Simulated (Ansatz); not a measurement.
# Notes on CdHSBr

```xyz
8
Lattice="2.0165 3.4927 0.0000 -2.0165 3.4927 0.0000 0.0000 0.0000 11.3166" Properties=species:S:1:pos:R:3 pbc="T T T"
Cd   -0.0002    2.3286    0.0000
Cd   -0.0002    4.6568    5.6583
Br   -0.0002    2.3286    3.8137
Br   -0.0002    4.6568    9.4720
S     0.0000    0.0000    1.1317
S     0.0000    0.0000    6.7899
H     0.0000    0.0000    0.0000
H     0.0000    0.0000    5.6583
```

Method: r2SCAN, no spin polarisation; PAW, plane waves to 500 eV, 7×7×3 Γ-centred mesh, fermi-dirac occupations (width 0.1 eV) (Ansatz 0.2.0), atoms fixed.

Forces: The largest is on H7 (and as large on other atoms): 9.87 eV/Å, components (0.00, 0.00, -9.87). It makes 180° with the line to a nearest neighbour, S5 at 1.13 Å, pointing away from it.
Electronic structure: The gap is 2.51 eV, indirect (the least direct gap found is 2.61 eV). A semilocal functional usually gives too small a gap.
Band edges: Within 0.7 eV of the edges, the states project mainly on Br p (57 %) and S p (38 %) below the gap and on Cd s (63 %) and Br p (15 %) above it.
Charges: Bader charges in e: Cd +1.05, H -0.62, S +0.18, Br -0.60. In the mean Cd gives up most and H takes most.
Formation energy: -0.25 eV an atom against the elements' usual phases (free molecules for gases, crystals otherwise, with no correction for O₂ or N₂), so it is bound against them; other compounds may still compete. Relaxing would lower it.

Origin: a known structure type with other elements, at an estimated volume, so it need not be a known compound. Caveats: atoms or cell far from equilibrium.
